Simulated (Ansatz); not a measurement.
SiO₂ (alpha-cristobalite type, space group P4_12_12)

```
SiO2
1.0
    5.08475     0.00000     0.00000
    0.00000     5.08475     0.00000
    0.00000     0.00000     7.10083
Si O
4 8
Direct
  0.29375   0.29375   0.50000
  0.79375   0.20625   0.25000
  0.20625   0.79375   0.75000
  0.70625   0.70625   0.00000
  0.24122   0.09325   0.67415
  0.74122   0.40675   0.07585
  0.25878   0.59325   0.57585
  0.75878   0.90675   0.17415
  0.90675   0.75878   0.82585
  0.40675   0.74122   0.92415
  0.59325   0.25878   0.42415
  0.09325   0.24122   0.32585
```

A phonon eigenvector at Γ is frozen into this cell: atom i moves by Q times the vector below, so Q is the largest atomic displacement, in Å. The cell is held.

| atom | x | y | z |
|---|---|---|---|
| Si1 | -0.143 | 0.143 | 0.558 |
| Si2 | 0.143 | 0.143 | 0.558 |
| Si3 | -0.143 | -0.143 | 0.558 |
| Si4 | 0.143 | -0.143 | 0.558 |
| O5 | 0.106 | 0.865 | -0.490 |
| O6 | -0.106 | 0.865 | -0.490 |
| O7 | 0.106 | -0.865 | -0.490 |
| O8 | -0.106 | -0.865 | -0.490 |
| O9 | 0.865 | 0.106 | -0.490 |
| O10 | -0.865 | 0.106 | -0.490 |
| O11 | 0.865 | -0.106 | -0.490 |
| O12 | -0.865 | -0.106 | -0.490 |

These are PBE (plane waves to 420 eV, PAW, scalar-relativistic; Ansatz, a program for electronic structure) values and carry that method's errors. k mesh 5×5×4 (Γ-centred), Fermi-Dirac smearing 0.05 eV. SiO2 was relaxed with its symmetry unable to fall.

At one point of the scan the forces (eV/Å) are:

```json
[
 {"atom": "Si1", "Fx": "1.543", "Fy": "-1.634", "Fz": "-6.108"},
 {"atom": "Si2", "Fx": "-1.634", "Fy": "-1.543", "Fz": "-6.108"},
 {"atom": "Si3", "Fx": "1.634", "Fy": "1.543", "Fz": "-6.108"},
 {"atom": "Si4", "Fx": "-1.543", "Fy": "1.634", "Fz": "-6.108"},
 {"atom": "O5", "Fx": "-0.753", "Fy": "-5.078", "Fz": "3.661"},
 {"atom": "O6", "Fx": "0.596", "Fy": "-5.797", "Fz": "2.447"},
 {"atom": "O7", "Fx": "-0.596", "Fy": "5.797", "Fz": "2.447"},
 {"atom": "O8", "Fx": "0.753", "Fy": "5.078", "Fz": "3.661"},
 {"atom": "O9", "Fx": "-5.797", "Fy": "-0.596", "Fz": "2.447"},
 {"atom": "O10", "Fx": "5.078", "Fy": "-0.753", "Fz": "3.661"},
 {"atom": "O11", "Fx": "-5.078", "Fy": "0.753", "Fz": "3.661"},
 {"atom": "O12", "Fx": "5.797", "Fy": "0.596", "Fz": "2.447"}
]
```

Problem. Which point is it?
A. Q = 0.030 Å
B. Q = 0.120 Å
C. Q = 0.180 Å
D. Q = 0.090 Å

Solution. D, Q = 0.090 Å

(For displaced atoms, the force is minus the slope of the energy, and its curvature is a force constant, which sets phonon frequencies.)
